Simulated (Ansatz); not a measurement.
Method: DFT PBE, scalar-relativistic, plane waves, PAW (Ansatz). The final run on the 6-atom cell used 420 eV, a Γ-centred 12×12×6 mesh, 0.10 eV smearing and no spin polarisation.

Formation energies are uncorrected and count from the elements' standard states at the same level.

Q: Suggest a trial structure for a hexagonal metal that holds Al and 2 more elements, with a formation energy near −0.44 eV/atom and a density near 7.56 g/cm³, in a cell of 6 atoms.

A: LuAl4Pt, space group P6/mmm (No. 191). Around Lu lie 12 Al at 3.07 Å and 2 Pt at 3.17 Å; Al is surrounded by 3 Al at 2.53 Å, 1 Al at 2.84 Å, 3 Pt at 2.90 Å and 3 Lu at 3.07 Å; Pt has 12 Al at 2.90 Å and 2 Lu at 3.17 Å.

```
CELL_PARAMETERS angstrom
4.37478 0.00000 0.00000
-2.18739 3.78867 0.00000
0.00000 0.00000 6.33668
ATOMIC_POSITIONS crystal
Lu 0.00000 0.00000 0.00000
Al 0.33333 0.66667 0.72378
Al 0.33333 0.66667 0.27622
Al 0.66667 0.33333 0.72378
Al 0.66667 0.33333 0.27622
Pt 0.00000 0.00000 0.50000
```

| Quantity | Value |
| --- | --- |
| Volume per atom | 17.50 Å³ |
| Density | 7.56 g/cm³ |
| Energy over the elements | −0.44 eV/atom |
| Gap on the 12×12×6 mesh of the 6-atom cell | 0 eV (a metal) |

It was reached by relaxing an invented guess, and it needn't be the stable form of this composition. The answer needn't be unique; the calculation gave this one.

Spin–orbit coupling, which can matter for Pt, is left out. Symmetry constrained the relaxation, so the result can be a saddle point.
